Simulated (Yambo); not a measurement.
G0W0@LDA for AlPO₄ (space group P6_3mc, No. 186) in Yambo. Reference settings: 3×3×1 Γ-centred k mesh, 297 bands and a 7 Ry block in the screening, 297 bands in G with the Bruneval-Gonze terminator, plasmon pole fitted at 27.2 eV. The LDA gap Γ → Γ on this mesh is 5.34 eV; G0W0 gaps are taken between the same points.

With and without the terminator, as bands are cut:

```
bands in G (in W)  gap, terminator (eV)  gap, none (eV)  valence shift, terminator (eV)  valence shift, none (eV)
-----------------  --------------------  --------------  ------------------------------  ------------------------
70 (70)                           8.913           8.704                          -1.817                    -1.452
110 (110)                         8.629           8.404                          -1.801                    -1.440
164 (164)                         8.567           8.351                          -1.868                    -1.544
230 (230)                         8.558           8.386                          -1.926                    -1.665
297 (297)                         8.559           8.422                          -1.955                    -1.743
```

Over this range the gap spans 0.355 eV with the terminator and 0.353 eV without, the valence shift 0.154 eV and 0.303 eV. Neither column has reached its limit for certain.

Geometry of the Materials Project entry, not relaxed at this level; primitive cell a = 5.286 Å, b = 5.286 Å, c = 8.629 Å, α = 90.00°, β = 90.00°, γ = 120.00°.

A shift is the quasiparticle energy of the state minus its LDA energy.
